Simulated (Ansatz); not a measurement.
PbI₂:
```cif
data_I4Pb2
_chemical_formula_sum 'Pb2 I4'
_space_group_name_H-M_alt 'P63mc'
_space_group_IT_number 186
_space_group_name_Hall 'P 6c -2c'
_cell_length_a 4.46395
_cell_length_b 4.46395
_cell_length_c 13.65014
_cell_angle_alpha 90.000
_cell_angle_beta 90.000
_cell_angle_gamma 120.000
loop_
_atom_site_label
_atom_site_type_symbol
_atom_site_symmetry_multiplicity
_atom_site_Wyckoff_symbol
_atom_site_fract_x
_atom_site_fract_y
_atom_site_fract_z
_atom_site_occupancy
Pb1 Pb 2 b 0.33333 0.66667 0.99999 1
I1 I 2 b 0.33333 0.66667 0.36331 1
I2 I 2 a 0.00000 0.00000 0.13670 1
```

Relaxed with LDA. LDA in the plane-wave PAW code Ansatz gives a gap of 1.92 eV.

Task: What gap does HSE06 give on the same cell (Ansatz, PAW)?

Result: 2.77 eV, 0.85 eV more. The hybrid was solved on a coarser mesh and at special points; its gap is the smallest among all of these.

Cost on shared cores: the LDA run (SCF on a 7×7×2 mesh, then bands and DOS) about 2.2 core-minutes (a rough figure), the HSE06 run (SCF on 4×4×2, then a few points) about 2.8 core-minutes (a rough figure); the tasks are unlike.

Space group P6_3mc. The first step of the workflow began from a Materials Project structure, measured or hypothetical; the Crystallography Open Database files this formula in space group No. 186, but the cells were not matched. It is not the phase usual at ambient conditions (space group No. 164). Symmetry was held in the LDA relaxation; whether a distortion lowers the energy is not shown. A crystal of weakly bound layers computed without a dispersion correction: the cell and the soft elastic constants depend strongly on that. Scalar-relativistic: spin–orbit coupling is off unless named, which matters more the heavier the elements.

Potentials: the later of the program's two PAW sets.
